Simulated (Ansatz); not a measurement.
ReB2:
```cif
data_B4Re2
_chemical_formula_sum 'Re2 B4'
_space_group_name_H-M_alt 'P 1'
_space_group_IT_number 1
_cell_length_a 2.87290
_cell_length_b 2.87290
_cell_length_c 7.41635
_cell_angle_alpha 90.000
_cell_angle_beta 90.000
_cell_angle_gamma 120.000
loop_
_space_group_symop_operation_xyz
  'x, y, z'
loop_
_atom_site_label
_atom_site_type_symbol
_atom_site_fract_x
_atom_site_fract_y
_atom_site_fract_z
_atom_site_occupancy
Re1 Re 0.66667 0.33333 0.75000 1
Re2 Re 0.33333 0.66667 0.25000 1
B1 B 0.66667 0.33333 0.45206 1
B2 B 0.33333 0.66667 0.54794 1
B3 B 0.33333 0.66667 0.95206 1
B4 B 0.66667 0.33333 0.04794 1
```

This is the LDA-relaxed structure.

**Question.** All from LDA in the plane-wave PAW code Ansatz, unless another level is named. Estimate the electronic character.

**Answer.** metallic (no gap).

**Question.** Next, the formation energy from the elements (no fitted shifts)?

**Answer.** -0.46 eV/atom.

**Question.** Give the density of states at the Fermi level.

**Answer.** 0.21 states/eV per atom (mean over ±0.08 eV).

Space group P6_3/mmc. The first step of the workflow began from a Materials Project structure, measured or hypothetical; the Crystallography Open Database files this formula in space group No. 194, but the cells were not matched. Its standing as an ambient phase is unchecked. The cell was relaxed with LDA under the symmetry of its start; of distortions, only those at the zone centre were tested. The run is not spin-polarised. The references are the lowest solids computed at this level, not always the standard phases. Scalar-relativistic: spin–orbit coupling is off unless named, which matters more the heavier the elements.

Potentials: the later of the program's two PAW sets.
